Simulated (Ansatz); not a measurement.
Y (diamond, Fd-3m), a = 6.913 Å, b = 6.913 Å, c = 6.913 Å, α = 90.00°, β = 90.00°, γ = 90.00°; the cell used has 2 atoms.

Relaxed with r²SCAN.

Q: Tabulate the valence density and the electron localisation function along the shortest Y–Y contact (2.99 Å), DFT-r²SCAN in the program Ansatz with PAW potentials.

A: 

```
distance from Y (Å)  density (e/Å³)   ELF
-------------------  --------------  ----
0.30                           3.40  0.68
0.45                           3.42  0.81
0.60                           2.71  0.85
0.75                           1.73  0.82
0.90                           0.92  0.68
1.05                           0.45  0.38
1.20                           0.24  0.15
1.35                           0.16  0.07
1.50                           0.14  0.06
1.65                           0.16  0.07
1.80                           0.24  0.15
1.95                           0.45  0.38
2.10                           0.92  0.68
2.25                           1.73  0.82
2.39                           2.71  0.85
2.54                           3.42  0.81
2.69                           3.40  0.68
```

The density is the valence pseudo-density with augmentation charge, so density and ELF within about 1 Å of a nucleus are not all-electron values.

The start of the workflow was typed in or built on a structure type; neither database checked (COD, Materials Project) lists it. It is not the phase usual at ambient conditions (space group No. 194). The r²SCAN relaxation kept the symmetry of its start. At this level the phase is mechanically unstable. The run is not spin-polarised. The volume moved by -21 % from the start of the relaxation.

Potentials: the earlier of the program's two PAW sets.
